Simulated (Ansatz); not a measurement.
SrTiO₃ (cubic perovskite)

```yaml
crystal:
  lattice:
    - [3.93641, 0.00000, 0.00000]
    - [0.00000, 3.93641, 0.00000]
    - [0.00000, 0.00000, 3.93641]
  atoms:
    - { symbol: Sr, position: [0.00000, 0.00000, 0.00000] }
    - { symbol: Ti, position: [0.50000, 0.50000, 0.50000] }
    - { symbol: O, position: [0.00000, 0.50000, 0.50000] }
    - { symbol: O, position: [0.50000, 0.50000, 0.00000] }
    - { symbol: O, position: [0.50000, 0.00000, 0.50000] }
```

The slice is a {100} plane (indices of the conventional cell) through the point (0.000, 0.000, 0.000) (fractional), spanned by u = [100] and v = [010] in vectors of this cell: u (3.94 Å) and v (3.94 Å, at 90° to u). It covers one period; positions are fractions (u, v).

Level of theory: PBE (plane waves to 420 eV, PAW, scalar-relativistic; Ansatz, a quantum-chemistry and plane-wave program). k mesh 8×8×8. Inside the PAW spheres the values are not all-electron values, and peaks at nuclei hang on which shells count as valence. SrTiO3 is run without spin polarisation. SrTiO3 was relaxed with its symmetry unable to fall.

Q: Predict the map of the valence electron density on the slice.

A: 
```tsv
v \ u	0.00	0.15	0.30	0.45	0.60	0.75	0.90
0.90	0.4	0.3	-0.8	-1.3	-1.3	-0.4	0.4
0.80	0.1	-0.2	-0.9	-0.8	-0.9	-0.7	0.0
0.70	-0.7	-0.9	-0.7	-0.2	-0.3	-0.8	-0.8
0.60	-1.3	-1.1	-0.3	0.6	0.4	-0.6	-1.3
0.50	-1.5	-1.1	-0.1	0.8	0.7	-0.5	-1.3
0.40	-1.3	-1.1	-0.3	0.6	0.4	-0.6	-1.3
0.30	-0.7	-0.9	-0.7	-0.2	-0.3	-0.8	-0.8
0.20	0.1	-0.2	-0.9	-0.8	-0.9	-0.7	0.0
0.10	0.4	0.3	-0.8	-1.3	-1.3	-0.4	0.4
0.00	0.0	0.4	-0.7	-1.5	-1.3	-0.2	0.4
```

Values: log₁₀ of the valence density in e/Å³. The scale is logarithmic, as a density can span decades between atoms and voids.
